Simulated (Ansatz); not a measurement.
BeTe:
```cif
data_BeTe
_chemical_formula_sum 'Be1 Te1'
_space_group_name_H-M_alt 'P 1'
_space_group_IT_number 1
_cell_length_a 4.00480
_cell_length_b 4.00480
_cell_length_c 4.00480
_cell_angle_alpha 60.000
_cell_angle_beta 60.000
_cell_angle_gamma 60.000
loop_
_space_group_symop_operation_xyz
  'x, y, z'
loop_
_atom_site_label
_atom_site_type_symbol
_atom_site_fract_x
_atom_site_fract_y
_atom_site_fract_z
_atom_site_occupancy
Be1 Be 0.50000 0.50000 0.50000 1
Te1 Te 0.25000 0.25000 0.25000 1
```

This is the PBE-relaxed structure.

**Question.** All from PBE in the plane-wave PAW code Ansatz, unless another level is named. Predict the hole effective mass, band 2 of 3 at the edge.

**Answer.** 0.35 along [100], 0.35 along [110], 0.84 along [111] (mₑ).

**Question.** Predict the weight of the valence-edge state by species (Voronoi cells).

**Answer.** Te 72 %, Be 28 %.

**Question.** Next, the weight of the conduction-edge state by species (Voronoi cells)?

**Answer.** Be 65 %, Te 35 %.

**Question.** Give the conduction-band minimum.

**Answer.** at X (3 equivalent valleys).

Space group F-43m (zinc blende). The PBE relaxation kept the symmetry of its start. The volume moved by 30 % from the start of the relaxation. Scalar-relativistic: spin–orbit coupling is off unless named, which matters more the heavier the elements.

Potentials: the later of the program's two PAW sets.

Edges and masses are those of Kohn–Sham bands, whose gap is no quasiparticle gap.
